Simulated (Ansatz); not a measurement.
**Does relaxation matter for the field gradients of WS2 with iodine replacing S?**

Start: a supercell of WS2 (space group P6_3/mmc) built from a structure deposited in the COD (the entry's cell lengths or inner coordinates differ somewhat from later room-temperature determinations), with all atoms left at the host's positions.

Space group P3m1 (No. 156); a = 6.3600, c = 12.5000 Å, γ = 120.00°.

```csv
site,Wyckoff,site symmetry,x,y,z
W1,1a,3m.,0.0000,0.0000,0.2500
W2,3d,.m.,0.0000,0.5000,0.2500
W5,3d,.m.,0.1667,0.8333,0.7500
W8,1c,3m.,0.6667,0.3333,0.7500
I,1a,3m.,0.0000,0.0000,0.6250
S10,3d,.m.,0.0000,0.5000,0.6250
S13,3d,.m.,0.1667,0.8333,0.1250
S16,1c,3m.,0.6667,0.3333,0.1250
S17,1a,3m.,0.0000,0.0000,0.8750
S18,3d,.m.,0.0000,0.5000,0.8750
S21,3d,.m.,0.1667,0.8333,0.3750
S24,1c,3m.,0.6667,0.3333,0.3750
```

One atom of each set is listed.

The numbers come from a DFT calculation in Ansatz (PBE, plane waves and PAW, scalar-relativistic, 420 eV cutoff, Γ-centred 4×4×2 k-points, Fermi–Dirac smearing 0.01 eV, cell charge +1).

The largest force at the start is 9.9 eV/Å. Relaxing the ions at fixed cell moves them by 0.369 Å at most (atom 9, I) and 0.096 Å rms. End positions:

W1 (0.0000, 0.0000, 0.2475)
W2 (0.9991, 0.4996, 0.2470)
W5 (0.1693, 0.8307, 0.7558)
W8 (0.6667, 0.3333, 0.7563)
I (0.0000, 0.0000, 0.5955)
S10 (0.9990, 0.4995, 0.6305)
S13 (0.1664, 0.8336, 0.1219)
S16 (0.6667, 0.3333, 0.1214)
S17 (0.0000, 0.0000, 0.8775)
S18 (0.0014, 0.5007, 0.8825)
S21 (0.1677, 0.8323, 0.3720)
S24 (0.6667, 0.3333, 0.3729)

```tsv
site	moved (Å)	first shell before	first shell after	V_zz before (10²¹ V/m²)	η before
W1	0.031	6 S at 2.41 Å	6 S at 2.41–2.42 Å	-17.50	0.00
W2	0.038	6 S at 2.41 Å	6 S at 2.41 Å	-17.46	0.01
W5	0.078	5 S at 2.41 Å, 1 I at 2.41 Å	5 S at 2.40–2.41 Å, 1 I at 2.74 Å	-19.90	0.05
W8	0.079	6 S at 2.41 Å	6 S at 2.41–2.43 Å	-19.63	0.00
I	0.369	3 W at 2.41 Å	3 W at 2.74 Å	-21.9	0.00
S10	0.069	3 W at 2.41 Å	3 W at 2.40–2.41 Å	-5.48	0.40
S16	0.045	3 W at 2.41 Å	3 W at 2.41 Å	-4.53	0.00
S17	0.031	3 W at 2.41 Å	3 W at 2.41 Å	-4.06	0.00
S18	0.094	3 W at 2.41 Å	3 W at 2.41–2.43 Å	-5.12	0.19
S21	0.039	3 W at 2.41 Å	3 W at 2.41–2.42 Å	-4.10	0.01
```

Problem. How do the gradients change?

Solution. 

```tsv
site	V_zz after	η after	change of V_zz
W1	-17.10	0.00	+0.40
W2	-17.36	0.01	+0.10
W5	-19.84	0.63	+0.06
W8	-18.27	0.00	+1.36
I	12.33	0.00	+34.27
S10	-4.81	0.10	+0.67
S16	-4.35	0.00	+0.18
S17	-4.28	0.00	-0.22
S18	-4.95	0.32	+0.17
S21	-3.88	0.03	+0.22
```

The largest change of V_zz is on I, from -21.9 to 12.33. In per cent, |V_zz| changes by -7 to 0 on W, -12 to +5 on S (all sites that start above 0.5, bar those whose gradient vanishes or changes sign or whose main axis turns by over 40°). Where |V_zz| stays above 0.1 and the axes keep their order, η moves most on W5, from 0.05 to 0.63. On S18 V_xx and V_yy change places (or their axes turn by over 50°), so the two values of η hide a larger change. V_zz changes sign on I (same axis). The table leaves out 2 of the 12 sites, with |V_zz| up to 4.44; their tensors move by 0.15 at most along any direction. The statements above cover all sites. The host's own positions weren't relaxed first, so part of the change far from the defect can be the host's relaxation.

The defect repeats with the cell of 24 atoms, so it feels its images: sites between two images don't show the values beside a lone defect, and zeros or small values of η there can come from the images' arrangement. S and W carry a gradient in the pure host already, so the values there aren't the defect's effect alone. A uniform background compensates the cell's charge. Without spin–orbit coupling the gradients at and beside I and W can be off by some per cent, at some sites by more.
Before: The cell keeps the host's lattice, where the PBE pressure is 8 GPa (in a charged cell this depends on the convention for the mean potential). The neighbours have not yet relaxed around the defect (largest force 9.9 eV/Å), so the values at and beside it are those of a strained start, not of the defect in a real crystal.
After: The relaxation keeps the site symmetry 3m of the start, so the impurity can move only along its axis; a start off the site could end lower.
